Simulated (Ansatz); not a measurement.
BeTe:
```
BeTe
1.0
    0.00000     2.77722     2.77722
    2.77722     0.00000     2.77722
    2.77722     2.77722     0.00000
Be Te
1 1
Cartesian
  0.00000   0.00000   0.00000
  1.38861   1.38861   1.38861
```

Cartesian axes are those of the cell as given.

**Question.** Give the proper piezoelectric stress tensor with relaxed ions from LDA (plane waves, PAW; program Ansatz).

**Answer.** In C/m², rows x, y, z, Voigt columns; mesh uncertainty up to 0.00.
```
 0.00   0.00   0.00  -0.17   0.00   0.00
 0.00   0.00   0.00   0.00  -0.17   0.00
 0.00   0.00   0.00   0.00   0.00  -0.17
```

The elastic tensor of the same run (GPa):

```
 106  42.8  42.8   0.0   0.0   0.0
42.8   106  42.8   0.0   0.0   0.0
42.8  42.8   106   0.0   0.0   0.0
 0.0   0.0   0.0  53.3   0.0   0.0
 0.0   0.0   0.0   0.0  53.3   0.0
 0.0   0.0   0.0   0.0   0.0  53.3
```

**Question.** Convert to strain constants d = e·S.

**Answer.** In pC/N:
```
 0.0   0.0   0.0  -3.2   0.0   0.0
 0.0   0.0   0.0   0.0  -3.2   0.0
 0.0   0.0   0.0   0.0   0.0  -3.2
```

Space group F-43m (zinc blende). The LDA relaxation kept the symmetry of its start. Signs of piezoelectric constants follow the polarity of the cell as given. Scalar-relativistic: spin–orbit coupling is off unless named, which matters more the heavier the elements.

Potentials: the earlier of the program's two PAW sets. The files were generated under PBE; for other functionals the program regenerates the frozen cores, and for LDA and PBEsol the local potential too.
